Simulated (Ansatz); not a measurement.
## Beta-gallia alloy of Ga2O3 and Al2O3 (42 of 48 Ga sites exchanged), 120 atoms

Ansatz, PAW, plane waves. PBEsol relaxation of cell lengths and atoms (angles held) at the single k point (¼, ¼, ¼) without its symmetry partners; single points on the relaxed atoms at the single k point (¼, ¼, ¼) without its symmetry partners, onto which points of the small cell's zone fold. Arrangement: random. No spin–orbit coupling unless named.

Relaxed structure:

```xyz
120
Lattice="11.8711 0.0000 -0.0260 0.0000 8.8005 0.0000 -2.7175 0.0000 10.9817" Properties=species:S:1:pos:R:3 pbc="T T T"
Al    4.5572    1.4404    1.0972
Al    3.2297    1.4782    6.5917
Al    3.2100    4.3887    6.5963
Al    4.5787    7.3424    1.1111
Al    1.4437    1.4629    1.7270
Al    1.4350    4.4014    1.7305
Al    0.0826    4.4195    7.2527
Al    1.4399    7.3298    1.7345
Al    0.0880    7.3133    7.2416
Al    0.0026    8.7765    4.3560
Al   -1.3815    8.7946    9.8631
Al   -1.3710    2.9361    9.8567
Al    0.0015    5.8781    4.3810
Al   -1.3734    5.8653    9.8579
Al   10.5188    8.7982    1.1014
Al   10.5381    2.9307    1.0960
Al    9.1198    2.9561    6.5745
Al   10.5215    5.8666    1.0995
Al    9.1512    5.8538    6.5820
Al    7.3793    8.7845    1.7240
Al    6.0265    0.0014    7.2216
Al    6.0202    2.9329    7.2184
Al    7.3915    5.8864    1.7284
Al    6.0366    5.8623    7.2178
Al    3.1339    0.0061    3.7202
Al    1.7695    8.7909    9.2478
Al    3.1363    2.9316    3.7448
Al    1.7778    2.9298    9.2261
Al    3.1268    5.8594    3.7329
Al    1.7744    5.8732    9.2268
Al    5.9293    1.4604    4.3602
Al    4.5589    1.4554    9.8270
Al    5.9240    4.4049    4.3634
Al    4.5653    4.4101    9.8242
Al    5.9343    7.3323    4.3545
Al    4.5668    7.3306    9.8517
Al    9.0520    1.4617    3.7168
Al    7.7035    1.4683    9.2323
Al    9.0477    4.4124    3.7310
Al    7.7076    4.3985    9.2231
Al    9.0688    7.3230    3.7086
Al    7.7003    7.3293    9.2347
Ga    4.5707    4.4145    1.1024
Ga    3.2273    7.3293    6.5939
Ga    0.0927    1.4583    7.2184
Ga   -0.0193    2.9385    4.3605
Ga    9.1355    8.7848    6.5743
Ga    7.3940    2.9282    1.6872
O     2.8146    1.4650    4.8759
O     1.4406    1.4615   10.3646
O     2.8133    4.3977    4.8797
O     1.4287    4.4065   10.3196
O     2.7813    7.3349    4.8248
O     1.4497    7.3252   10.3831
O     3.2834    1.4555    2.3696
O     1.9776    1.4592    7.8943
O     3.2512    4.4063    2.4115
O     1.9381    4.4112    7.8702
O     3.2800    7.3308    2.3603
O     1.9017    7.3281    7.9076
O    -0.9875    1.4057    4.0954
O    -2.3076    1.4666    9.5616
O    -0.9924    4.4604    4.0717
O    -2.3150    4.4000    9.5670
O    -0.9566    7.3277    4.0808
O    -2.3187    7.3291    9.5720
O     1.7569    8.7976    0.5944
O     0.4311    8.7373    6.0677
O     1.7609    2.9338    0.5896
O     0.4854    2.9914    6.1130
O     1.7555    5.8630    0.5946
O     0.4192    5.8618    6.0956
O     8.6970    8.7833    4.8110
O     7.3994    8.8000   10.3681
O     8.7328    2.9362    4.8540
O     7.3980    2.9335   10.3663
O     8.7322    5.8786    4.8697
O     7.3979    5.8626   10.3629
O     1.2873    0.0032    3.0933
O    -0.0736    8.7554    8.6215
O     1.3150    2.9251    3.0615
O    -0.0614    2.9782    8.6211
O     1.2786    5.8664    3.1028
O    -0.0779    5.8623    8.5976
O     9.2239    8.7902    2.3520
O     7.8247    8.7950    7.8982
O     9.2684    2.9319    2.3813
O     7.8551    2.9357    7.8588
O     9.2238    5.8745    2.3563
O     7.8634    5.8665    7.8514
O     5.5242    8.8002    1.3938
O     4.2031    0.0491    6.8973
O     5.5080    2.8783    1.3946
O     4.1705    2.9371    6.8874
O     5.5597    5.9197    1.4158
O     4.2042    5.8098    6.8968
O     4.9810    8.7956    4.0707
O     3.6184    8.7887    9.5550
O     4.9916    2.9322    4.0634
O     3.6270    2.9354    9.5770
O     4.9774    5.8699    4.0754
O     3.6191    5.8721    9.5534
O     7.7317    1.4027    0.5477
O     6.3513    1.4690    6.0777
O     7.7153    4.4589    0.5529
O     6.3579    4.3929    6.0760
O     7.7071    7.3362    0.5802
O     6.3327    7.3348    6.0795
O     7.2263    1.4206    3.1034
O     5.8637    1.4759    8.5863
O     7.2248    4.4478    3.1090
O     5.8721    4.3965    8.5843
O     7.2215    7.3310    3.0829
O     5.8597    7.3242    8.5908
O    11.4661    1.4620    1.3904
O    10.0822    1.5201    6.8625
O    11.4640    4.4009    1.3866
O    10.1000    4.3940    6.8645
O    11.4626    7.3324    1.3870
O    10.1311    7.2799    6.8888
```

What are the mean bond lengths by pair (pairs within 1.2 times the sum of covalent radii, less contacts 15 % beyond the pair's median; cation–cation pairs of compounds aside; long ionic contacts are cut short by that bound)?

Al–O 1.871 ± 0.089 Å (standard deviation, 212 bonds); Ga–O 1.901 ± 0.088 Å (standard deviation, 28 bonds).

What gap lies between the top filled and the lowest empty level in the single points?

HSE06 6.79 eV (75 s on NVIDIA H100). Away from Γ this isn't the crystal's band gap.
